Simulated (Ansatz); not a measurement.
Name crystals whose computed values (DFT-r²SCAN in the program Ansatz with PAW potentials) fall in these windows: highest Γ mode, no LO–TO term (cm⁻¹) 180 to 230; B₀ by P(V) fit (GPa) 58 to 77.



| crystal | highest Γ mode, no LO–TO term (cm⁻¹) | B₀ by P(V) fit (GPa) |
|---|---|---|
| ZnSe, zinc blende | 204 | 65.3 |
| CdS, zinc blende | 228 | 60.5 |
Others may fit too.

All cells were relaxed under the symmetry of their starts (and spin orders); stability against distortions was not tested throughout. Scalar-relativistic: spin–orbit coupling is off unless named, which matters more the heavier the elements.

Potentials: the later of the program's two PAW sets.
